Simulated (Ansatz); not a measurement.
# Surface calculation: bcc Mo (110), 5 layers

The slab is cut from the bcc crystal, the stable phase, as relaxed on PAW files (15.79 Å³/atom), with 16 Å of vacuum and a dipole correction:

```yaml
crystal:
  lattice:
    - [2.73737, 0.00000, 0.00000]
    - [-0.91246, 2.58081, 0.00000]
    - [0.00000, 0.00000, 24.94020]
  atoms:
    - { symbol: Mo, position: [0.00000, 0.00000, 0.32077] }
    - { symbol: Mo, position: [0.50000, 0.50000, 0.41038] }
    - { symbol: Mo, position: [0.00000, 0.00000, 0.50000] }
    - { symbol: Mo, position: [0.50000, 0.50000, 0.58962] }
    - { symbol: Mo, position: [0.00000, 0.00000, 0.67923] }
```

All numbers are PBE results (scalar-relativistic) from Ansatz 0.2.0, with a Γ-centred 13×13×1 k mesh, Fermi–Dirac smearing of 0.1 eV, no spin polarisation. Methods: LAPW: all electrons, basis error target 1 meV/atom; PAW: frozen-core files, cutoff 420 eV.

The bulk energy comes from a cell in the slab's orientation on a 13×13×8 mesh. The surface energy is (E(slab) − N·E(bulk))/2A at zero smearing, the mean of both faces; thin slabs carry quantum-size effects.

As cut, the LAPW slab lies 2.577 eV above 5 atoms of bulk. What surface energy is that?

Over two faces of 7.06 Å² it is 182.4 meV/Å², and times 16.02 J/m² per eV/Å² that gives γ = 2.922 J/m².

What do relaxation and the other method give, and what work function comes out?



```
method  γ as cut (J/m²)  γ relaxed (J/m²)  Φ as cut (eV)  Φ relaxed (eV)
  LAPW            2.922             2.836           4.65            4.52
   PAW            2.921             2.834           4.65            4.52
```

How do the spacings between the planes relax?

From the bottom face up: d12 -4.8 % of 2.235 Å, d23 +0.6 % of 2.235 Å, d34 +0.6 % of 2.235 Å, d45 -4.8 % of 2.235 Å.

What changes if the vacuum is set to 9 Å?

LAPW then gives: no gap, work function 4.48 eV; PAW: no gap, work function 4.46 eV. The program warns that the vacuum is too thin.

What changes if relativity is switched off, at the same positions?

LAPW then gives: no gap, work function 4.44 eV.

A 3d core hole is made on one atom of each kind in every 1×1 cell (PAW hole dataset, neutral cell, valence without spin). What does it cost by layer?

layer 1 226.94 eV, layer 2 227.28 eV, layer 3 227.22 eV. Shifts between layers mean more than the absolute values, and a whole layer of holes screens otherwise than one hole.
